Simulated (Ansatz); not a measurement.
YAl2Si2 in space group P-3m1 (No. 164; Si on 2d, Al on 2d, Y on 1a), plane-wave PAW PBE (Ansatz code), all energies at zero smearing, with the estimated change up to a 700 eV cutoff added, with one set of potentials and settings (totals compare only within such a set). Cell of 5 atoms (2 Si, 2 Al, 1 Y): -6197.223 eV.

```csv
element,reference phase,E (eV/atom)
Si,"Fd-3m, 2 atoms in the cell",-635.8096
Al,"Fm-3m, 1 atoms in the cell",-537.5049
Y,"P6_3/mmc, 2 atoms in the cell",-3848.6668
```

Formation energy per atom, worked out: (-6197.223 − 2×(-635.8096) − 2×(-537.5049) − 1×(-3848.6668))/5 = -0.385 eV/atom (-37 kJ per mol of atoms), at 0 K, without zero-point energy or fitted corrections.

The workflow started from an entry of the Crystallography Open Database (COD). Its standing as an ambient phase is unchecked. The PBE relaxation kept the symmetry of its start; its stability against distortions is not shown here. No spin polarisation was allowed. The references are the lowest solids computed at this level, not always the standard phases.

Potentials: the later of the program's two PAW sets.
